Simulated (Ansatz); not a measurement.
GaCuBr$_{4}$:
```xyz
12
Lattice="5.9947 0.0000 0.0000 0.0000 5.9947 0.0000 0.0000 0.0000 10.5620" Properties=species:S:1:pos:R:3 pbc="T T T"
Ga     0.0000     2.9974     2.6405
Ga     2.9974     0.0000     7.9215
Cu     0.0000     0.0000     0.0000
Cu     0.0000     0.0000     5.2810
Br     1.3673     1.6261     1.3047
Br     1.6261     4.6274     9.2573
Br     4.6274     4.3686     1.3047
Br     4.3686     1.3673     9.2573
Br     1.3673     4.3686     3.9763
Br     1.6261     1.3673     6.5857
Br     4.6274     1.6261     3.9763
Br     4.3686     4.6274     6.5857
```

Relaxed with HSE06. Special points in fractions of this cell's reciprocal vectors: Γ (0.000, 0.000, 0.000); X (0.000, 0.500, 0.000); M (0.500, 0.500, 0.000); Z (0.000, 0.000, 0.500); R (0.000, 0.500, 0.500); A (0.500, 0.500, 0.500).

Task: List the band energies nearest the valence-band maximum at these points for HSE06 in the plane-wave PAW code Ansatz.

Result: In eV from the valence-band maximum; about four levels below and three above (degenerate sets whole), none deeper than 8.9 eV; points with the same levels are listed once.

| k | below | above |
|---|---|---|
| Γ | -0.39 -0.39 -0.18 -0.18 -0.05 | 3.34 4.17 5.58 5.58 |
| X | -0.35 -0.28 -0.25 -0.18 | 4.23 4.31 5.89 |
| M | -0.37 -0.37 -0.26 -0.26 0.00 | 3.96 3.96 5.06 |
| Z | -0.30 -0.30 -0.30 -0.30 -0.27 -0.27 | 3.91 3.91 5.75 5.75 |
| R | -0.41 -0.29 -0.29 -0.12 | 4.25 4.31 5.76 |
| A | -0.26 -0.26 -0.24 -0.24 | 3.97 3.97 5.74 5.74 |

Space group P-42c. The first step of the workflow began from a Materials Project structure, measured or hypothetical; the Crystallography Open Database copy checked does not list it. Its standing as an ambient phase is unchecked. The cell was relaxed with HSE06 under the symmetry of its start; whether a distortion lowers the energy is not shown. No spin polarisation was allowed. The hybrid was solved on a coarse mesh, the path and, where they were found, the r²SCAN edge points; its band edges are the extreme levels among these. Scalar-relativistic: spin–orbit coupling is off unless named, which matters more the heavier the elements.

Potentials: the later of the program's two PAW sets.
